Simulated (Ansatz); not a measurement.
Input and command of a plane-wave DFT calculation in Ansatz:

```yaml
crystal:
  lattice:
    - [4.0666718729, 0.0, 0.0]
    - [0.0, 4.0666718729, 0.0]
    - [0.0, 0.0, 2.4752398578]
  atoms:
    - { symbol: Si, position: [0.5, 0.5, 0.5] }
    - { symbol: Si, position: [0.0, 0.0, 0.0] }
    - { symbol: O, position: [0.6930152167, 0.6930152167, 0.0] }
    - { symbol: O, position: [0.1930152167, 0.8069847833, 0.5] }
    - { symbol: O, position: [0.3069847833, 0.3069847833, 0.0] }
    - { symbol: O, position: [0.8069847833, 0.1930152167, 0.5] }
basis:
  ecutwfc: 420
kpoints:
  mp_grid: { grid: [6, 6, 8] }
hamiltonian:
  xc: pbe
scf:
  occupations: { method: gaussian, width: 0.05 }
output:
  forces: true
  stress: true
  eigenvalues: true
```

```bash
ansatz run input.yaml --threads 2 --pin off --max-ram 5120MiB --backend cpu --events-out ev --progress --plain --runs-dir out
```

Processor: AMD EPYC 9R45 96-Core Processor (Zen 5), 2 threads, on a host shared with other jobs.

**Question.** How long does it run, and how much memory does it take?

**Answer.** About 0.48 s on 2 threads of AMD EPYC 9R45 96-Core Processor (Zen 5), with other jobs on the host, peak memory 0.39 GiB. It solves 22 bands at 50 k points (the mesh reduced by symmetry) with about 793 plane waves, in 6 SCF iterations.
